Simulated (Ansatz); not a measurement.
Consider the following.

GaCuSe$_{2}$:
```
GaCuSe2
1.0
   -2.80414     2.80414     5.54874
    2.80414    -2.80414     5.54874
    2.80414     2.80414    -5.54874
Cu Ga Se
2 2 4
Direct
  0.75000   0.25000   0.50000
  0.00000   0.00000   0.00000
  0.25000   0.75000   0.50000
  0.50000   0.50000   0.00000
  0.12134   0.12500   0.49634
  0.62866   0.62500   0.50366
  0.37500   0.87866   0.00366
  0.87500   0.37134   0.99634
```

This is the r²SCAN-relaxed structure.

All from the program Ansatz at the r²SCAN level (PAW), unless another level is named. Predict the hole effective mass.

0.082, 0.68, 0.68 mₑ (principal values).

Predict the HSE06 gap on the r²SCAN cell.

1.35 eV.

Predict the gap with spin–orbit coupling.

0.54 eV.

Give the valence-band maximum.

at Γ.

Space group I-42d (chalcopyrite). Symmetry was held in the r²SCAN relaxation. No spin polarisation was allowed. Scalar-relativistic: spin–orbit coupling is off unless named, which matters more the heavier the elements.

Potentials: the later of the program's two PAW sets.
